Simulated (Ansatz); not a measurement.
CuAu:
```yaml
crystal:
  lattice:
    - [2.87722, 0.00000, 0.00000]
    - [0.00000, 2.87722, 0.00000]
    - [0.00000, 0.00000, 3.62434]
  atoms:
    - { symbol: Au, position: [0.00000, 0.00000, 0.00000] }
    - { symbol: Cu, position: [0.50000, 0.50000, 0.50000] }
```

Relaxed with PBE.

### Question
Map the valence electron density (e/Å³), cut off at 7 on the plane through (0.000, 0.000, 0.000) spanned by u = [1, 0, 0] and v = [0, 1, 1] in lattice vectors, from DFT-PBE in the program Ansatz with PAW potentials.

### Answer
x is the fraction of u, y of v (the angle between them is 90°; rows are the nearest grid lines); atoms in the plane: Au at (0.00, 0.00), Cu at (0.50, 0.50).
```
y \ x   0.000  0.0625  0.188  0.250  0.375  0.438  0.562  0.625  0.750  0.812  0.938   1.00
------  -----  ------  -----  -----  -----  -----  -----  -----  -----  -----  -----  -----
1.00     7.00    7.00   6.64   3.51  0.585  0.356  0.356  0.585   3.51   6.64   7.00   7.00
0.913    7.00    7.00   4.25   2.06  0.460  0.297  0.297  0.460   2.06   4.25   7.00   7.00
0.826    2.30    2.06  0.924  0.591  0.272  0.224  0.224  0.272  0.591  0.924   2.06   2.30
0.783   0.769   0.721  0.485  0.365  0.243  0.214  0.214  0.243  0.365  0.485  0.721  0.769
0.696   0.233   0.232  0.246  0.274  0.400  0.489  0.489  0.400  0.274  0.246  0.232  0.233
0.609   0.161   0.174  0.316  0.620   3.51   6.42   6.42   3.51  0.620  0.316  0.174  0.161
0.522   0.165   0.183  0.527   1.67   7.00   7.00   7.00   7.00   1.67  0.527  0.183  0.165
0.478   0.165   0.183  0.527   1.67   7.00   7.00   7.00   7.00   1.67  0.527  0.183  0.165
0.391   0.161   0.174  0.316  0.620   3.51   6.42   6.42   3.51  0.620  0.316  0.174  0.161
0.304   0.233   0.232  0.246  0.274  0.400  0.489  0.489  0.400  0.274  0.246  0.232  0.233
0.217   0.769   0.721  0.485  0.365  0.243  0.214  0.214  0.243  0.365  0.485  0.721  0.769
0.174    2.30    2.06  0.924  0.591  0.272  0.224  0.224  0.272  0.591  0.924   2.06   2.30
0.0870   7.00    7.00   4.25   2.06  0.460  0.297  0.297  0.460   2.06   4.25   7.00   7.00
0.000    7.00    7.00   6.64   3.51  0.585  0.356  0.356  0.585   3.51   6.64   7.00   7.00
```

The density is the valence pseudo-density with augmentation charge, so density and ELF within about 1 Å of a nucleus are not all-electron values.

Space group P4/mmm (L1₀ or tetragonal B2). Symmetry was held in the PBE relaxation; of distortions, only those at the zone centre were tested. No spin polarisation was allowed. Scalar-relativistic: spin–orbit coupling is off unless named, which matters more the heavier the elements.

Potentials: the later of the program's two PAW sets.
